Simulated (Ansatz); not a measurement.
**BaAlGe**

```xyz
3
Lattice="4.3526 0.0000 0.0000 -2.1763 3.7695 0.0000 0.0000 0.0000 5.2278" Properties=species:S:1:pos:R:3 pbc="T T T"
Ba    0.0000    0.0000    0.0000
Al    2.1763    1.2565    2.6139
Ge    0.0000    2.5130    2.6139
```

Atom numbers follow the list: Ba1, Al2, Ge3.

The cell is the one relaxed in the Materials Project (mp-13272), not relaxed further here; entries there can be hypothetical.

No spin–orbit coupling, which matters for the heavy atoms here.

Levels of theory: DFT, PBEsol, all-electron LAPW, scalar-relativistic (Ansatz 0.2.0); DFT, PBEsol, PAW with Ansatz's default frozen-core files, scalar-relativistic (Ansatz 0.2.0).

For LAPW: a Γ-centred 10×10×7 k mesh, Fermi–Dirac smearing of 0.03 eV, basis error target 1 meV/atom, no spin polarisation. PAW takes a cutoff of 420 eV at this cell (files made with PBE, cores remade for this functional). The Ansatz runs share mesh, smearing and spin set-up. Values come from LAPW unless marked.

```json
{"Density of states at the Fermi level (0.2 eV bin)": "1.84 states/eV per cell", "Band gap": "none: with an odd electron count and no spin polarisation the bands can't all be full, a metal in this set-up (spin order or a larger cell could open a gap)", "Bader charges (from the PAW run)": "Ba1 +1.06, Al2 +0.92, Ge3 -1.98 e", "Pressure at this cell": "-1.55 GPa", "Volume per atom": "28.59 Å³"}
```

(1) Stress xx, yy, zz (compression positive): what does the calculation give?

(2) Löwdin charges (with 0.39 e of the cell spilling out of the atomic basis, so their sizes and signs hang on that basis): what does the calculation give?

## Answers

(1) -1.16, -1.16, -2.32 GPa.

(2) Ba1 1.72, Al2 -0.55, Ge3 -0.78 e.
